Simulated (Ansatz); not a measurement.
## Sn: zone-centre modes

Computed with DFT PBEsol, scalar-relativistic, plane waves, PAW (Ansatz 0.2.0). Cutoff 420 eV, Γ-centred 20×20×12 k-points, Gaussian smearing of 0.15 eV. No spin polarisation.

The starting cell (relaxed at this level; this bcc form isn't the usual structure):

```
CELL_PARAMETERS angstrom
-1.87240 1.87240 1.87240
1.87240 -1.87240 1.87240
3.74479 3.74479 0.00000
ATOMIC_POSITIONS crystal
Sn 0.00000 0.00000 0.00000
Sn 0.50000 0.50000 0.50000
```

Harmonic modes by finite displacements of 0.02 Å, without the LO–TO term. The cell doubles the primitive one, so its zone centre also holds the primitive cell's point q = (0, 0, 1/2).

Q: At this geometry, is the structure stable against these modes?

A: Barely, if at all: no mode is imaginary beyond 10 cm⁻¹, but one beside the three translations lies at 4i cm⁻¹, within the noise of such a run.

Q: List the wavenumbers in cm⁻¹.

A: 4i, 0, 0, 0, 36, 99.

Cost: 1 run of about 6.3 core-minutes, on Intel Xeon Processor @ 2.50GHz (Skylake/Cascade Lake) (shared hosts).